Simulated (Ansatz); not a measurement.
Computed with DFT PBE, scalar-relativistic, plane waves, PAW in Ansatz. All cells share a 420 eV cutoff and Γ-centred k meshes spaced at most about 0.3 Å⁻¹ (2π included). No spin polarisation in the final relaxations.

Temperature and zero-point effects are left out. All come from trial cells, and lower structures may exist.

Question: Order these relaxed structures of AlTl2AuC6N6 by energy, lowest first, with the energy over the lowest of them.
1.

```cif
data_structure
_symmetry_space_group_name_H-M 'Imm2'
_symmetry_Int_Tables_number 44
_cell_length_a 8.1353
_cell_length_b 9.7279
_cell_length_c 9.9423
_cell_angle_alpha 90.000
_cell_angle_beta 90.000
_cell_angle_gamma 90.000
_cell_volume 786.82
loop_
_atom_site_label
_atom_site_type_symbol
_atom_site_symmetry_multiplicity
_atom_site_Wyckoff_symbol
_atom_site_fract_x
_atom_site_fract_y
_atom_site_fract_z
_atom_site_occupancy
Al1 Al 2 a 0.00000 0.00000 0.95371 1
Tl1 Tl 4 d 0.00000 0.28050 0.67297 1
C1 C 4 d 0.00000 0.68438 0.00988 1
C2 C 4 c 0.21106 0.50000 0.24327 1
C3 C 4 c 0.71575 0.00000 0.16763 1
Au1 Au 2 b 0.00000 0.50000 0.11806 1
N1 N 4 d 0.50000 0.29507 0.46196 1
N2 N 4 c 0.32594 0.50000 0.31484 1
N3 N 4 c 0.82754 0.00000 0.09355 1
```

2.

```cif
data_structure
_symmetry_space_group_name_H-M 'Fm-3m'
_symmetry_Int_Tables_number 225
_cell_length_a 11.2070
_cell_length_b 11.2070
_cell_length_c 11.2070
_cell_angle_alpha 90.000
_cell_angle_beta 90.000
_cell_angle_gamma 90.000
_cell_volume 1407.57
loop_
_atom_site_label
_atom_site_type_symbol
_atom_site_symmetry_multiplicity
_atom_site_Wyckoff_symbol
_atom_site_fract_x
_atom_site_fract_y
_atom_site_fract_z
_atom_site_occupancy
Al1 Al 4 b 0.50000 0.00000 0.00000 1
Tl1 Tl 8 c 0.25000 0.75000 0.75000 1
C1 C 24 e 0.21973 0.00000 0.00000 1
Au1 Au 4 a 0.00000 0.00000 0.00000 1
N1 N 24 e 0.32440 0.00000 0.00000 1
```

Answer: 1 (0 meV/atom), 2 (188 meV/atom). Forms: 1 Imm2; 2 Fm-3m. Even the lowest lies +0.23 eV/atom against the elements.

Spin–orbit coupling, which can matter for Au and Tl, is left out. A magnetic state wasn't ruled out in cells without spin, among them Fm-3m. Cells relaxed within their symmetry can be saddle points. The Imm2 cell of AlTl2AuC6N6 came from shaking the Fm-3m one. Some candidate types were left out of the draw beforehand, so a known form may be missing.
